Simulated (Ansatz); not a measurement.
## What DFT gives for LaGa$_{3}$Pd$_{2}$

```
Ga La Pd
1.0
     5.46787    0.00000    0.00000
    -2.73393    4.73531    0.00000
     0.00000    0.00000    4.29467
Ga La Pd
3 1 2
Direct
  0.50000 0.00000 0.50000
  0.50000 0.50000 0.50000
  0.00000 0.50000 0.50000
  0.00000 0.00000 0.00000
  0.33330 0.66670 0.00000
  0.66660 0.33330 0.00000
```

Level: PBEsol, no spin polarisation; 420 eV; 7×7×8 Γ-centred mesh; gaussian occupations (width 0.2541 eV); Ansatz 0.2.0, fixed geometry.

What happens at the Fermi level?

It is a metal, with about 2.6 states/eV a cell as the mean within 0.25 eV of the Fermi level, mostly Ga p (45 %), La d (25 %) and Pd d (18 %).

Is it stable against the elements?

-0.78 eV an atom against the elements' usual phases (free molecules for gases, crystals otherwise, with no correction for O₂ or N₂), so it is bound against them; other compounds may still compete. Relaxing would lower it.

Are the atoms at rest?

The forces vanish by the symmetry of the sites.

Which element gives electrons and which takes them?

Bader charges in e: La +1.41, Ga +0.03, Pd -0.75. In the mean La gives up most and Pd takes most.

Origin: a database entry at a rescaled volume. Caveats: wide smearing; f levels without a U or exact exchange are poorly placed.
